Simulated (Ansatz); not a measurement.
Consider the following.

CdHgSe₂:
```
CELL_PARAMETERS angstrom
      4.27186     0.00000     0.00000
      0.00000     4.27186     0.00000
      0.00000     0.00000     6.02344
ATOMIC_POSITIONS crystal
  Cd 0.50000 0.50000 0.50000
  Hg 0.00000 0.00000 0.00000
  Se 0.00000 0.50000 0.25313
  Se 0.50000 0.00000 0.74687
```

This is the LDA-relaxed structure.

**Question.** All from LDA (plane waves, PAW; program Ansatz), unless another level is named. Give the electronic character.

**Answer.** no gap, with almost no states at the Fermi level (zero-gap or semimetallic).

**Question.** Predict the formation energy from the elements (no fitted shifts).

**Answer.** -0.36 eV/atom.

Space group P-4m2. The first step of the workflow began from a Materials Project structure, measured or hypothetical; the Crystallography Open Database copy checked does not list it. With Cd and Hg taken as one species the cell has the higher symmetry F-43m, so it may be an ordered model of a mixed-site phase. Whether it is the stable phase at ambient conditions was not checked. The cell was relaxed with LDA under the symmetry of its start; of distortions, only those at the zone centre were tested. The references are the lowest solids computed at this level, not always the standard phases. Scalar-relativistic: spin–orbit coupling is off unless named, which matters more the heavier the elements.

Potentials: the later of the program's two PAW sets.
